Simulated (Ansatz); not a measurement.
Data:

InGa₂Au₂:
```cif
data_Au4Ga4In2
_chemical_formula_sum 'In2 Ga4 Au4'
_space_group_name_H-M_alt 'P 1'
_space_group_IT_number 1
_cell_length_a 4.22839
_cell_length_b 4.22839
_cell_length_c 13.02937
_cell_angle_alpha 90.000
_cell_angle_beta 90.000
_cell_angle_gamma 120.000
loop_
_space_group_symop_operation_xyz
  'x, y, z'
loop_
_atom_site_label
_atom_site_type_symbol
_atom_site_fract_x
_atom_site_fract_y
_atom_site_fract_z
_atom_site_occupancy
In1 In 0.00000 0.00000 0.75000 1
In2 In 0.00000 0.00000 0.25000 1
Ga1 Ga 0.66667 0.33333 0.43697 1
Ga2 Ga 0.33333 0.66667 0.56303 1
Ga3 Ga 0.33333 0.66667 0.93697 1
Ga4 Ga 0.66667 0.33333 0.06303 1
Au1 Au 0.66667 0.33333 0.86223 1
Au2 Au 0.33333 0.66667 0.13777 1
Au3 Au 0.33333 0.66667 0.36223 1
Au4 Au 0.66667 0.33333 0.63777 1
```

This is the r²SCAN-relaxed structure.

Question: All from DFT-r²SCAN in the program Ansatz with PAW potentials, unless another level is named. Estimate the density of states at the Fermi level.

Answer: 0.33 states/eV per atom (mean over ±0.08 eV).

Question: What about the formation energy from the elements (no fitted shifts)?

Answer: -0.27 eV/atom.

Space group P6_3/mmc. The workflow started from a Materials Project entry (that database holds measured and hypothetical structures alike); the Crystallography Open Database copy checked does not list it. Whether it is the stable phase at ambient conditions was not checked. The r²SCAN relaxation kept the symmetry of its start; its stability against distortions is not shown here. The references are the lowest solids computed at this level, not always the standard phases. Spin–orbit coupling is left out wherever it is not named.

Potentials: the later of the program's two PAW sets.
